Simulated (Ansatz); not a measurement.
The calculation used DFT PBE, scalar-relativistic, plane waves, PAW (Ansatz). All cells share a 420 eV cutoff and Γ-centred k meshes spaced at most about 0.3 Å⁻¹ (about 0.25 or finer for metals, 2π included). Collinear spin in cells that started with moments and kept them past the coarse steps, no spin elsewhere.

Each of these unrelaxed guesses is relaxed in cell and atoms within its symmetry. A guess keeps its type if space group and coordination stay and the shape of the cell changes little (axis ratios within about 15 %, angles within 6°); the volume may change.

1. In6Te

Space group P6/mmm (No. 191). a = 5.915 Å, b = 5.915 Å, c = 5.012 Å, α = 90.00°, β = 90.00°, γ = 120.00°
```
atom  site  symmetry       x       y       z
  In    6k       m2m  0.0000  0.3336  0.5000
  Te    1a     6/mmm  0.0000  0.0000  0.0000
```

2. ZrB5

Space group C2 (No. 5). a = 7.775 Å, b = 4.490 Å, c = 4.957 Å, α = 90.00°, β = 121.21°, γ = 90.00°
```
atom  site  symmetry       x       y       z
  Zr    2b         2  0.5000  0.3333  0.5000
   B    2a         2  0.5000  0.4968  0.0000
   B    4c         1  0.3316  0.0015  0.9997
   B    4c         1  0.3338  0.8334  0.5012
```

3. ZnRuC4N4 (collinear spin from parallel moments)

Space group P-43m (No. 215). a = 5.858 Å, b = 5.858 Å, c = 5.858 Å, α = 90.00°, β = 90.00°, γ = 90.00°
```csv
atom,site,symmetry,x,y,z
Zn,1b,-43m,0.5000,0.5000,0.5000
Ru,1a,-43m,0.0000,0.0000,0.0000
C,4e,.3m,0.1869,0.1869,0.1869
N,4e,.3m,0.3022,0.3022,0.3022
```

4. Al2W2O

Space group P6/mmm (No. 191). a = 3.300 Å, b = 3.300 Å, c = 8.105 Å, α = 90.00°, β = 90.00°, γ = 120.00°
```tsv
atom	site	symmetry	x	y	z
Al	2c	-6m2	0.3333	0.6667	0.0000
W	2e	6mm	0.0000	0.0000	0.7762
O	1a	6/mmm	0.0000	0.0000	0.0000
```

5. Cd5Te2Se3

Space group I-4m2 (No. 119). a = 4.263 Å, b = 4.263 Å, c = 30.144 Å, α = 90.00°, β = 90.00°, γ = 90.00°
```
atom  site  symmetry       x       y       z
  Cd    4e      2mm. 0.5000  0.5000  0.2000
  Cd    4e      2mm. 0.5000  0.5000  0.4000
  Cd    2b      -4m2  0.5000  0.5000  0.0000
  Te    4f      2mm. 0.0000  0.5000  0.3500
  Se    2d      -4m2  0.5000  0.0000  0.2500
  Se    4f      2mm. 0.5000  0.0000  0.4500
```

Q: Which keep their type?

A: Guesses 3 and 5 keep their type.

| guess | kept | start group | end group | V start (Å³/atom) | V end | b/a and c/a, end over start | nearest neighbours start | nearest neighbours end |
| --- | --- | --- | --- | --- | --- | --- | --- | --- |
| 1 | no | P6/mmm | P6/mmm | 21.7 | 34.3 | 1.00, 0.41 | In 3, Te 12 | In 7, Te 14 |
| 2 | no | C2 | Imm2 | 12.3 | 8.6 | - | B 12, Zr 12 | B 2/3/4, Zr 16 |
| 3 | yes | P-43m | P-43m | 20.1 | 20.5 | 1.00, 1.00 | C 1, N 1, Ru 4, Zn 4 | C 1, N 1, Ru 4, Zn 4 |
| 4 | no | P6/mmm | P6/mmm | 15.3 | 20.1 | 1.00, 0.59 | Al 6, O 8, W 1 | Al 6, O 2, W 1 |
| 5 | yes | I-4m2 | I-4m2 | 27.4 | 32.2 | 1.00, 1.00 | Cd 4, Se 4, Te 4 | Cd 4, Se 4, Te 4 |

Neighbours count within 15 % of an atom's shortest distance; end groups are read at 0.02 Å (0.05 Å in metals).

Spin–orbit coupling, which can matter for Te and W, is left out. A magnetic state wasn't ruled out in cells without spin, among them Al2W2O P6/mmm. The magnetic state reached may not be the lowest. Cells relaxed within their symmetry can be saddle points.

In counts of neighbours, a slash parts the counts of unlike sites.
